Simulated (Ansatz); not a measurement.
The start is a generated trial cell of TiC in the AFLOW prototype AB_hR6_160_b_b (B13, as in NiS). A full variable-cell relaxation at zero pressure is run with PBE (plane waves to 420 eV, PAW, scalar-relativistic; Ansatz, an electronic-structure program). The first steps use a coarse 9×9×9 k-mesh.

Initial structure:
```
TiC
1.0
    4.36124     2.51797     0.95211
   -4.36124     2.51797     0.95211
    0.00000    -5.03593     0.95211
Ti C
3 3
Direct
  0.99981   0.99981   0.73638
  0.99981   0.73638   0.99981
  0.73638   0.99981   0.99981
  0.27120   0.27120   0.60839
  0.27120   0.60839   0.27120
  0.60839   0.27120   0.27120
```

How much energy is released per atom?

0.70 eV/atom.

How does the volume change?

+9.2 %, from 10.46 to 11.42 Å³/atom.

How do the shortest distances between atoms change?

The closest pairs of elements (up to four, under 3.6 Å), start → end: C–Ti 2.05 → 2.05 Å; Ti–Ti 2.30 → 2.87 Å; C–C 2.86 → 2.73 Å.

Is the relaxed structure metallic? Give its gap.

No gap on the sampled points, where the bands overlap only slightly; such a result is sensitive to mesh and level.

The space group stays R3m (No. 160) (the run could not lower it); the end is AFLOW prototype AB_hR6_160_b_b (B13, as in NiS), with 6 atoms in the primitive cell. Final values are on a 17×17×17 k-mesh of the relaxed cell. The start holds a very short contact (C–Ti 2.05 Å). No spin polarisation in the result.

The run could not lower the symmetry of its start; a shaken copy of this end point relaxes with PBE to Imm2 (No. 44), 0.06 eV/atom lower.

The relaxed structure here is a generated cell of TiC: the first start was made by placing the elements on the sites of a structure type, and the end was not matched to a known phase here, so it may be hypothetical. Known forms of TiC include space group No. 225.
